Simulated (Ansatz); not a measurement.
**Data sheet: HfPt3 (DFT)**

HfPt₃:
```yaml
crystal:
  lattice:
    - [4.00700, 0.00000, 0.00000]
    - [0.00000, 4.00700, 0.00000]
    - [0.00000, 0.00000, 4.00700]
  atoms:
    - { symbol: Hf, position: [0.00000, 0.00000, 0.00000] }
    - { symbol: Pt, position: [0.50000, 0.50000, 0.00000] }
    - { symbol: Pt, position: [0.00000, 0.50000, 0.50000] }
    - { symbol: Pt, position: [0.50000, 0.00000, 0.50000] }
```

Space group Pm-3m (No. 221), Cu3Au type; conventional cell a = b = c = 4.0070 Å, α = β = γ = 90.00°.

Method: r²SCAN (plane waves, PAW; program Ansatz). Structure relaxed to zero pressure with the same functional. Other levels are named where they apply.

Cell and energy:

| Quantity | Value |
|---|---|
| Volume per atom | 16.08 Å³ |
| Density | 19.71 g/cm³ |
| Formation energy from the elements (no fitted shifts) | -1.15 eV/atom |

Electronic structure:

| Quantity | Result |
|---|---|
| Electronic character | metallic (no gap) |
| Density of states at the Fermi level | 0.05 states/eV per atom (mean over ±0.08 eV) |
| Gap with spin–orbit coupling | none (metallic) |

Mechanics:

| Property | Result |
|---|---|
| Bulk modulus (Birch–Murnaghan fit) | 250 GPa |
| Pressure derivative B′ | 4.9 |
| Elastic constants (relaxed ions, GPa) | C11 = 376, C12 = 188, C44 = 138 |
| Mechanical stability | stable (all eigenvalues of C positive) |
| Hill bulk and shear moduli | 251 and 118 GPa |
| Young's modulus | 307 GPa |
| Poisson's ratio | 0.30 |
| Debye temperature from the elastic constants | 323 K |

Phonons:

| Item | Result |
|---|---|
| Highest zone-centre frequency | 20.4 meV |
| Zone-centre stability | no imaginary mode at Γ |

Charges:

| Item | Value |
|---|---|
| Bader charges | Hf +2.01, Pt -0.67 e |

The first step of the workflow began from a Materials Project structure, measured or hypothetical; the Crystallography Open Database copy checked does not list it. COD files the formula under space group No. 194. Its standing as an ambient phase is unchecked. The r²SCAN relaxation kept the symmetry of its start. No spin polarisation was allowed. As this level gives no gap, shear constants depend on the k-mesh and smearing (Fermi–Dirac, 0.1 eV here). As this level gives no gap, phonon frequencies hold no LO–TO term and depend on the k-mesh and smearing (Fermi–Dirac, 0.1 eV here). The references are the lowest solids computed at this level, not always the standard phases. Scalar-relativistic: spin–orbit coupling is off unless named, which matters more the heavier the elements.

Potentials: the later of the program's two PAW sets.
